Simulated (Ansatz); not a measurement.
The relaxed structure here is a generated cell of BP: the first start was made by placing the elements on the sites of a structure type, and the end was not matched to a known phase here, so it may be hypothetical. Known forms of BP include space group No. 216.

A relaxed structure of BP. Computed with PBE (plane waves to 420 eV, PAW, scalar-relativistic; Ansatz, a first-principles code).

```cif
data_B4P4
_chemical_formula_sum 'P4 B4'
_space_group_name_H-M_alt 'P 1'
_space_group_IT_number 1
_cell_length_a 5.40872
_cell_length_b 3.20702
_cell_length_c 6.16666
_cell_angle_alpha 90.000
_cell_angle_beta 115.543
_cell_angle_gamma 90.000
loop_
_space_group_symop_operation_xyz
  'x, y, z'
loop_
_atom_site_label
_atom_site_type_symbol
_atom_site_fract_x
_atom_site_fract_y
_atom_site_fract_z
_atom_site_occupancy
P1 P 0.72760 0.00000 0.31415 1
P2 P 0.82814 0.50000 0.81756 1
P3 P 0.17186 0.50000 0.18244 1
P4 P 0.27240 0.00000 0.68585 1
B1 B 0.89731 0.00000 0.67214 1
B2 B 0.10269 0.00000 0.32786 1
B3 B 0.47752 0.50000 0.84931 1
B4 B 0.52248 0.50000 0.15069 1
```

Problem. Find the space group and the Wyckoff positions (tolerance 0.01 Å).

Solution. Space group P2/m (No. 10); a = 5.409 Å, b = 3.207 Å, c = 6.167 Å, α = 90.00°, β = 115.54°, γ = 90.00°

| atom | site | symmetry | x | y | z |
|---|---|---|---|---|---|
| P | 2m | m | 0.2724 | 0.0000 | 0.6858 |
| P | 2n | m | 0.1719 | 0.5000 | 0.1824 |
| B | 2m | m | 0.1027 | 0.0000 | 0.3279 |
| B | 2n | m | 0.5225 | 0.5000 | 0.1507 |

Problem. Give the shortest distances between elements (the closest pairs, up to four, under 3.6 Å).

Solution. B–B 1.77 Å; B–P 1.95 Å; P–P 2.22 Å.

* **Volume per atom**: 12.06 Å³
* **Density**: 2.88 g/cm³
* **Band gap**: 0.76 eV, indirect (valence top at B, conduction bottom at k = (0, 0.3077, -0.5)) (no spin-orbit coupling)
* **Smallest direct gap**: 1.64 eV at B

No spin polarisation in the result.

The run could not lose the symmetry of its start, so the end can be a saddle point.

It was reached from a disturbed copy of a P-1 (No. 2) cell, against which it lies -0.92 eV/atom.
